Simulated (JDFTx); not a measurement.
An input for JDFTx (a modified build) (Nb(100), linear PCM (GLSSA13), water, 1 M NaCl; bohr, hartree) and the course of its log:

```
lattice \
  6.2694120828 0.0000000000 0.0000000000 \
  0.0000000000 6.2694120828 0.0000000000 \
  0.0000000000 0.0000000000 42.7078104165
coords-type Lattice
ion Nb 0.0000000000 0.0000000000 -0.1467977880 0
ion Nb 0.5000000000 0.5000000000 -0.0733988940 0
ion Nb 0.0000000000 0.0000000000 0.0000000000 0
ion Nb 0.5000000000 0.5000000000 0.0733988940 0
ion Nb 0.0000000000 0.0000000000 0.1467977880 0
ion-species pseudo/nb_pbe_v1.upf
elec-cutoff 20 100
elec-ex-corr gga-PBE
coulomb-interaction Slab 001
coulomb-truncation-embed 0 0 0
kpoint-folding 6 6 1
elec-smearing Fermi 0.01
elec-n-bands 45
target-mu -0.097018
electronic-scf nIterations 100 energyDiffThreshold 1e-07
fluid LinearPCM
pcm-variant GLSSA13
fluid-solvent H2O
fluid-cation Na+ 1
fluid-anion Cl- 1
fluid-minimize nIterations 400 knormThreshold 1e-11
wavefunction read f0.wfns
elec-initial-eigenvals f0.eigenvals
elec-initial-fillings read f0.fillings
fluid-initial-state f0.fluidState
dump-name f0_u0.$VAR
dump End State Ecomponents EigStats BandEigs Forces ElecDensity IonicPositions Fillings Kpoints Dtot FluidDebug BoundCharge FluidDensity
```

```
[one cycle in 5 is shown, and the last three; fluid-solver lines are left out]
	FillingsUpdate:  mu: -0.097018000  nElectrons: 68.510275
SCF: Cycle:  0   G: -275.745204127513432   dG: +4.117e+00   |Residual|: 1.720e-01   |deigs|: 1.379e-06
	FillingsUpdate:  mu: -0.097018000  nElectrons: 65.880783
SCF: Cycle:  5   G: -279.648911011336395   dG: -1.261e-01   |Residual|: 3.409e-02   |deigs|: 1.055e-03
	FillingsUpdate:  mu: -0.097018000  nElectrons: 65.647339
SCF: Cycle: 10   G: -279.781857450461075   dG: +1.406e-02   |Residual|: 2.299e-02   |deigs|: 3.214e-04
	FillingsUpdate:  mu: -0.097018000  nElectrons: 65.132832
SCF: Cycle: 15   G: -279.861117211468752   dG: -2.229e-01   |Residual|: 5.021e-03   |deigs|: 4.559e-03
	FillingsUpdate:  mu: -0.097018000  nElectrons: 65.293638
SCF: Cycle: 20   G: -279.864096760496068   dG: +8.173e-04   |Residual|: 2.693e-03   |deigs|: 4.805e-04
	FillingsUpdate:  mu: -0.097018000  nElectrons: 65.237482
SCF: Cycle: 25   G: -279.865380468148089   dG: +6.781e-07   |Residual|: 6.009e-05   |deigs|: 1.056e-05
	FillingsUpdate:  mu: -0.097018000  nElectrons: 65.233196
SCF: Cycle: 30   G: -279.865377228183206   dG: +3.969e-06   |Residual|: 1.394e-04   |deigs|: 7.597e-05
	FillingsUpdate:  mu: -0.097018000  nElectrons: 65.236474
SCF: Cycle: 35   G: -279.865381169958823   dG: -3.831e-07   |Residual|: 4.494e-05   |deigs|: 5.572e-05
	FillingsUpdate:  mu: -0.097018000  nElectrons: 65.236547
SCF: Cycle: 40   G: -279.865381108834242   dG: -9.810e-09   |Residual|: 2.569e-05   |deigs|: 7.201e-06
	FillingsUpdate:  mu: -0.097018000  nElectrons: 65.234082
SCF: Cycle: 45   G: -279.865379351023705   dG: +1.767e-06   |Residual|: 9.906e-05   |deigs|: 1.375e-05
	FillingsUpdate:  mu: -0.097018000  nElectrons: 65.235860
SCF: Cycle: 50   G: -279.865381179047745   dG: -3.995e-08   |Residual|: 1.373e-05   |deigs|: 4.921e-06
	FillingsUpdate:  mu: -0.097018000  nElectrons: 65.236435
SCF: Cycle: 55   G: -279.865381168484021   dG: -1.989e-06   |Residual|: 1.533e-05   |deigs|: 1.055e-05
	FillingsUpdate:  mu: -0.097018000  nElectrons: 65.236889
SCF: Cycle: 60   G: -279.865380819852987   dG: +3.181e-07   |Residual|: 4.897e-05   |deigs|: 4.843e-06
	FillingsUpdate:  mu: -0.097018000  nElectrons: 65.236476
SCF: Cycle: 65   G: -279.865381042442436   dG: +1.214e-07   |Residual|: 4.526e-05   |deigs|: 3.839e-06
	FillingsUpdate:  mu: -0.097018000  nElectrons: 65.236846
SCF: Cycle: 70   G: -279.865380905670236   dG: +2.316e-07   |Residual|: 3.968e-05   |deigs|: 4.510e-06
	FillingsUpdate:  mu: -0.097018000  nElectrons: 65.236367
SCF: Cycle: 75   G: -279.865381184579974   dG: -1.663e-08   |Residual|: 1.562e-05   |deigs|: 1.946e-06
	FillingsUpdate:  mu: -0.097018000  nElectrons: 65.237684
SCF: Cycle: 80   G: -279.865380084022945   dG: +1.043e-06   |Residual|: 7.309e-05   |deigs|: 1.095e-05
	FillingsUpdate:  mu: -0.097018000  nElectrons: 65.236290
SCF: Cycle: 85   G: -279.865381184512955   dG: -4.679e-08   |Residual|: 1.144e-05   |deigs|: 2.561e-06
	FillingsUpdate:  mu: -0.097018000  nElectrons: 65.236824
SCF: Cycle: 90   G: -279.865380715582603   dG: +4.289e-07   |Residual|: 6.214e-05   |deigs|: 6.025e-06
	FillingsUpdate:  mu: -0.097018000  nElectrons: 65.236598
SCF: Cycle: 95   G: -279.865381123279803   dG: -9.147e-08   |Residual|: 2.285e-05   |deigs|: 3.645e-06
	FillingsUpdate:  mu: -0.097018000  nElectrons: 65.232256
SCF: Cycle: 97   G: -279.865374912216907   dG: +6.184e-06   |Residual|: 1.827e-04   |deigs|: 2.315e-05
	FillingsUpdate:  mu: -0.097018000  nElectrons: 65.236589
SCF: Cycle: 98   G: -279.865381138971657   dG: -6.227e-06   |Residual|: 3.080e-05   |deigs|: 2.344e-05
	FillingsUpdate:  mu: -0.097018000  nElectrons: 65.236600
SCF: Cycle: 99   G: -279.865380919810889   dG: +2.192e-07   |Residual|: 5.183e-05   |deigs|: 5.182e-06
SCF: None of the convergence criteria satisfied after 100 iterations.
IonicMinimize: Iter:   0  G: -279.865380919810889  |grad|_K:  0.000e+00
IonicMinimize: Converged (|grad|_K<1.000000e-04).
```

This run gave no converged result. The loop ran out of cycles short of its threshold. It has stalled and not diverged: the last ten energies span 6e-06 Ha, so the total is near its end, but levels, forces and the electron count aren't shown converged.
